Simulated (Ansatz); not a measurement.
Geometry optimisation in Ansatz: input, command and trajectory.

```yaml
crystal:
  lattice:
    - [3.7006448473, 0.0, 0.0]
    - [0.0, 3.7006448473, 0.0]
    - [0.0, 0.0, 3.7006448473]
  atoms:
    - { symbol: Mn, position: [0.0, 0.5, 0.5], spin: 2.62 }
    - { symbol: Mn, position: [0.5, 0.0, 0.5], spin: 2.62 }
    - { symbol: Mn, position: [0.5, 0.5, 0.0], spin: 2.62 }
    - { symbol: Cu, position: [0.0, 0.0, 0.0] }
basis:
  ecutwfc: 420
kpoints:
  mp_grid: { grid: [6, 6, 6] }
hamiltonian:
  xc: pbe
scf:
  occupations: { method: gaussian, width: 0.1 }
  lower_state_search: "off"
output:
  forces: true
  stress: true
  eigenvalues: true
  populations: true
magnetization:
  spin_polarized: true
relax:
  adjacent_minimum: "off"
  f_tol: 0.04
  max_steps: 70
  cell: { stress_tol: 0.4 }
```

```bash
ansatz run input.yaml --threads 1 --pin off --max-ram 2560MiB --backend cpu --events-out ev --progress --plain --runs-dir out
```

Level of theory: Ansatz, DFT PBE, scalar-relativistic, plane waves, PAW.

Of 7 frames 7 are shown, positions in Å and forces in eV/Å; the SCF threshold varies from step to step. Steps run on the plane waves of an earlier cell, with a Pulay correction in the pressure. The basis is chosen afresh for the last frame, the zero of the energies, and at times for earlier ones too; energy and pressure step there, also at an unchanged geometry. The mark taken_back stands on steps that the optimiser undid.

```xyz
4
Lattice="3.7006 0.0000 0.0000 0.0000 3.7006 0.0000 0.0000 0.0000 3.7006" Properties=species:S:1:pos:R:3:forces:R:3 pbc="T T T" step=1 free_energy_over_end_meV_per_atom=93.08 pressure_GPa=-6.10
Mn    0.0000    1.8503    1.8503    0.0000    0.0000    0.0000
Mn    1.8503    0.0000    1.8503    0.0000    0.0000    0.0000
Mn    1.8503    1.8503    0.0000    0.0000    0.0000    0.0000
Cu    0.0000    0.0000    0.0000    0.0000    0.0000    0.0000
4
Lattice="3.6646 0.0000 0.0000 0.0000 3.6646 0.0000 0.0000 0.0000 3.6646" Properties=species:S:1:pos:R:3:forces:R:3 pbc="T T T" step=2 free_energy_over_end_meV_per_atom=81.31 pressure_GPa=-4.36
Mn    0.0000    1.8323    1.8323    0.0000    0.0000    0.0000
Mn    1.8323    0.0000    1.8323    0.0000    0.0000    0.0000
Mn    1.8323    1.8323    0.0000    0.0000    0.0000    0.0000
Cu    0.0000    0.0000    0.0000    0.0000    0.0000    0.0000
4
Lattice="3.5802 0.0000 0.0000 0.0000 3.5802 0.0000 0.0000 0.0000 3.5802" Properties=species:S:1:pos:R:3:forces:R:3 pbc="T T T" step=3 free_energy_over_end_meV_per_atom=9.12 pressure_GPa=-6.91
Mn    0.0000    1.7901    1.7901    0.0000    0.0000    0.0000
Mn    1.7901    0.0000    1.7901    0.0000    0.0000    0.0000
Mn    1.7901    1.7901    0.0000    0.0000    0.0000    0.0000
Cu    0.0000    0.0000    0.0000    0.0000    0.0000    0.0000
4
Lattice="3.3998 0.0000 0.0000 0.0000 3.3998 0.0000 0.0000 0.0000 3.3998" Properties=species:S:1:pos:R:3:forces:R:3 pbc="T T T" step=4 free_energy_over_end_meV_per_atom=111.94 pressure_GPa=34.29 taken_back
Mn    0.0000    1.6999    1.6999    0.0000    0.0000    0.0000
Mn    1.6999    0.0000    1.6999    0.0000    0.0000    0.0000
Mn    1.6999    1.6999    0.0000    0.0000    0.0000    0.0000
Cu    0.0000    0.0000    0.0000    0.0000    0.0000    0.0000
4
Lattice="3.5472 0.0000 0.0000 0.0000 3.5472 0.0000 0.0000 0.0000 3.5472" Properties=species:S:1:pos:R:3:forces:R:3 pbc="T T T" step=5 free_energy_over_end_meV_per_atom=0.08 pressure_GPa=-2.11
Mn    0.0000    1.7736    1.7736    0.0000    0.0000    0.0000
Mn    1.7736    0.0000    1.7736    0.0000    0.0000    0.0000
Mn    1.7736    1.7736    0.0000    0.0000    0.0000    0.0000
Cu    0.0000    0.0000    0.0000    0.0000    0.0000    0.0000
4
Lattice="3.5348 0.0000 0.0000 0.0000 3.5348 0.0000 0.0000 0.0000 3.5348" Properties=species:S:1:pos:R:3:forces:R:3 pbc="T T T" step=6 free_energy_over_end_meV_per_atom=-0.73 pressure_GPa=0.07
Mn    0.0000    1.7674    1.7674    0.0000    0.0000    0.0000
Mn    1.7674    0.0000    1.7674    0.0000    0.0000    0.0000
Mn    1.7674    1.7674    0.0000    0.0000    0.0000    0.0000
Cu    0.0000    0.0000    0.0000    0.0000    0.0000    0.0000
4
Lattice="3.5348 0.0000 0.0000 0.0000 3.5348 0.0000 0.0000 0.0000 3.5348" Properties=species:S:1:pos:R:3:forces:R:3 pbc="T T T" step=7 free_energy_over_end_meV_per_atom=0.00 pressure_GPa=0.09
Mn    0.0000    1.7674    1.7674    0.0000    0.0000    0.0000
Mn    1.7674    0.0000    1.7674    0.0000    0.0000    0.0000
Mn    1.7674    1.7674    0.0000    0.0000    0.0000    0.0000
Cu    0.0000    0.0000    0.0000    0.0000    0.0000    0.0000
```

The start puts this composition into another compound's structure type, which needn't suit it. At the end the space group is Pm-3m (tolerance 0.05 Å).

Time: 73 s on 1 thread of Intel(R) Xeon(R) Platinum 8375C CPU @ 2.90GHz (Ice Lake) (shared host), peak memory 0.44 GiB.

The k mesh is coarse. Only parallel moments were tried here.